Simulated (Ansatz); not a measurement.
BP in space group P4_2/mnm (No. 136; B on 4f, P on 4g), PBE in the plane-wave PAW code Ansatz. The conduction-band minimum lies on the Γ–Z line, 59 % of the way from Γ, with 2 equivalent valleys. Second derivatives d²E/dk² of the lowest band at one valley (eV·Å²), along Cartesian directions:

```json
[
 {"direction": "[100]", "d²E/dk²": "23.08"},
 {"direction": "[010]", "d²E/dk²": "23.08"},
 {"direction": "[001]", "d²E/dk²": "16.02"},
 {"direction": "[110]", "d²E/dk²": "23.07"},
 {"direction": "[101]", "d²E/dk²": "19.55"},
 {"direction": "[011]", "d²E/dk²": "19.55"}
]
```

Task: Find the principal effective masses, the density-of-states mass and the conductivity mass.

Result: Off-diagonal terms follow from H_xy = H[110] − (H_xx + H_yy)/2, and m*/mₑ = 7.620 eV·Å² over each eigenvalue: 0.33, 0.33, 0.48. One valley's DOS mass (m₁m₂m₃)^(1/3) = 0.37, conductivity mass 3/(Σ 1/mᵢ) = 0.37 mₑ.

Task: What effective density of states Nc follows at 300 K for parabolic valleys?

Result: Nc = 2.509e19 × 2 × (0.37)^(3/2) ≈ 1.1e19 cm⁻³.

The start of the workflow was typed in or built on a structure type; neither database checked (COD, Materials Project) lists it. It is not the phase usual at ambient conditions (space group No. 216). The PBE relaxation kept the symmetry of its start; whether a distortion lowers the energy is not shown.

Potentials: the earlier of the program's two PAW sets.

Edges and masses are those of Kohn–Sham bands, whose gap is no quasiparticle gap.
